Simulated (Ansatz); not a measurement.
# Two states of HfVF6

```
F V Hf
1.0
     0.00000    4.07808    4.07808
     4.07808    0.00000    4.07808
     4.07808    4.07808    0.00000
F V Hf
6 1 1
Direct
  0.24491 0.24491 0.75509
  0.75509 0.75509 0.24491
  0.75509 0.24491 0.24491
  0.24491 0.75509 0.75509
  0.24491 0.75509 0.24491
  0.75509 0.24491 0.75509
  0.50000 0.50000 0.50000
  0.00000 0.00000 0.00000
```

Single point in Ansatz 0.2.0 with r2SCAN. Cutoff 500 eV, PAW datasets, 5×5×5 Γ-centred k mesh, methfessel-paxton filling (width 0.1031 eV).

State A: V7 up (collinear spin). State B: no moments (no spin polarisation).

Task: Which state is lower, and how do they differ?

Result: State A is lower by 362.1 meV an atom at zero smearing; in free energy at this smearing B lies +361.3 meV an atom from A.

| state | free energy (meV/atom) | largest moment in a small sphere (μB) | net moment (μB/cell) | gap on mesh (eV) | pressure (GPa) | largest force (eV/Å) |
| --- | --- | --- | --- | --- | --- | --- |
| A | 0.0 | 2.27 | 3.00 | 2.52 | -0.5 | 0.21 |
| B | 361.3 | 0.00 | 0.00 | metal | -1.9 | 0.76 |

Origin: a database entry at a rescaled volume. Caveats: an odd or shifted mesh can miss the band edges, so this level's true gap may be smaller; odd electron count without spin polarisation, so a magnetic state may lie lower; the Fermi level lies in a narrow band between gaps, which spin or distortion may split; correlation that this level lacks may open a gap in such a compound.
